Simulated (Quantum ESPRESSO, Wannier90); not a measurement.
# Wannier functions of CdS (zinc blende)

```xyz
2
Lattice="0.0000 2.9430 2.9430 2.9430 0.0000 2.9430 2.9430 2.9430 0.0000" Properties=species:S:1:pos:R:3 pbc="T T T"
Cd     0.0000     0.0000     0.0000
S     -1.4715    -1.4715    -1.4715
```

Materials Project entry mp-2469; symmetrised, unrelaxed at this level. COD (Crystallography Open Database) has the formula in 2 space groups, this one among them (matched by group alone). Method: LDA plane waves in Quantum ESPRESSO 7.5 (PseudoDojo norm-conserving files, 82 Ry, no spin polarisation, no spin-orbit coupling), Bloch states on a 8×8×8 mesh through Γ, Wannier90 4.0.1. Density: 10×10×10 mesh, Gaussian smearing 0.01 Ry.

Band 5 is isolated and gives one Wannier function a cell (S2 3s 84 %, Cd1 5s 8 %, Cd1 4d 8 %; spread 1.39 Å²). Its on-site energy is ε = -11.792 eV relative to the valence-band maximum, and its hoppings t(R) = t(−R) to the nearer images are (images within this range that aren't listed have |t| under 5 meV):

```tsv
R (lattice vectors; −R alike)	distance (Å)	t (eV)
0 0 1	4.16	-0.034
0 1 -1	4.16	-0.034
0 1 0	4.16	-0.034
1 -1 0	4.16	-0.034
1 0 -1	4.16	-0.034
1 0 0	4.16	-0.034
```

### Question
Work out the band energy at Γ, X, U, K from these numbers.

### Answer
For one orbital E(k) = ε + Σ_R 2 t(R) cos(2π k·R), the sum over the listed R.
- Γ, k = (0.000, 0.000, 0.000): E = -11.792 + (-0.034)·(12.00) = -12.20 eV; pw.x: -12.21 eV
- X, k = (-0.500, -0.500, 0.000): E = -11.792 + (-0.034)·(-4.00) = -11.66 eV; pw.x: -11.66 eV
- U, k = (-0.375, -0.375, 0.250): E = -11.792 + (-0.034)·(-3.66) = -11.67 eV; pw.x: -11.67 eV
- K, k = (-0.375, 0.000, 0.375): E = -11.792 + (-0.034)·(-3.66) = -11.67 eV; pw.x: -11.67 eV

At these points the listed shells miss the plane-wave band by up to 0.01 eV, of a width of 0.55 eV on the path. With all its hoppings the model misses the band by 0.0 meV at worst on the whole path; the listed shells hold nearly all of the dispersion.
